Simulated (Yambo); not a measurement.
Yambo run on CsO (space group Immm, No. 71) under isotropic strain of -3 % on all lattice vectors. The wavefunctions come from this Quantum ESPRESSO step (PBEsol, PseudoDojo standard norm-conserving files, scalar-relativistic):

```
&CONTROL
  calculation = 'nscf'
  pseudo_dir = './pseudo'
  outdir = './out'
/
&SYSTEM
  ibrav = 0
  nat = 4
  ntyp = 2
  ecutwfc = 84.0
  ecutrho = 336.0
  occupations = 'fixed'
  force_symmorphic = .true.
  nbnd = 111
/
&ELECTRONS
  conv_thr = 4e-09
  diago_full_acc = .true.
  diago_thr_init = 1e-08
/
ATOMIC_SPECIES
O 15.9990 O.upf
Cs 132.9055 Cs.upf
CELL_PARAMETERS angstrom
 -2.070206022684   3.082190688761   3.606208240066
  2.070206022684  -3.082190688761   3.606208240066
  2.070206022684   3.082190688761  -3.606208240066
ATOMIC_POSITIONS crystal
O   0.619600494900   0.000000000000   0.619600494900
O   0.380399505100  -0.000000000000   0.380399505100
Cs   0.249112906100   0.249112906100   0.000000000000
Cs   0.750887093900   0.750887093900   0.000000000000
K_POINTS automatic
4 4 4 0 0 0
```

Yambo input:

```
rim_cut
gw0
dyson
el_el_corr
HF_and_locXC
ppa
em1d
RandQpts= 1000000
RandGvec= 1 Ry
EXXRLvcs= 84 Ry
VXCRLvcs= 336 Ry
Chimod= "HARTREE"
% BndsRnXp
 1 | 110 |
%
NGsBlkXp= 6 Ry
% LongDrXp
 1.0 | 1.0 | 1.0 |
%
PPAPntXp= 27.2114 eV
% GbndRnge
 1 | 110 |
%
GTermKind= "BG"
DysSolver= "n"
ExtendOut
% QPkrange
 1 | 1 | 15 | 16 |
 8 | 8 | 15 | 16 |
 18 | 18 | 15 | 16 |
%
```

k points by index: 1 = Γ, 8 = (0, -0.5, 0), 18 = (-0.5, -0.5, -0.5).

The o-*.qp file then holds:

```
#    K-point    Band    Eo [eV]    E [eV]    E-Eo [eV]    Vxc [eV]    Vnlxc [eV]    Sc|Eo [eV]    Sc|E [eV]    dSc/dw|Eo [eV]    Re(Z)    Im(Z)
#
    1    15    0.000000    -0.785191    -0.785191    -19.75669    -25.20772    4.444775    4.665843    -7.659896    0.780336    -0.001388
    1    16    2.079043    2.650048    0.571005    -7.765202    -3.616988    -3.484906    -3.577209    -4.398032    0.860862    -0.925443E-3
    8    15    -0.466183    -1.324849    -0.858667    -18.59360    -23.93863    4.248975    4.486356    -7.521395    0.783447    -0.001400
    8    16    3.011156    3.554088    0.542932    -7.822298    -3.835515    -3.354137    -3.443851    -4.495637    0.858212    -0.967282E-3
    18    15    -0.664015    -1.505546    -0.841532    -18.84602    -24.42021    4.490855    4.732658    -7.817405    0.776826    -0.001464
    18    16    1.930531    2.507247    0.576716    -7.638393    -3.595430    -3.373533    -3.466248    -4.373910    0.861520    -0.922420E-3
```
(The two width columns are left out.) Convergence of these settings isn't established.

Geometry strained from the cell relaxed with PBEsol, atoms relaxed again.

The structure is a Materials Project entry; no match was found in the copy of COD used, and its stability was not checked.
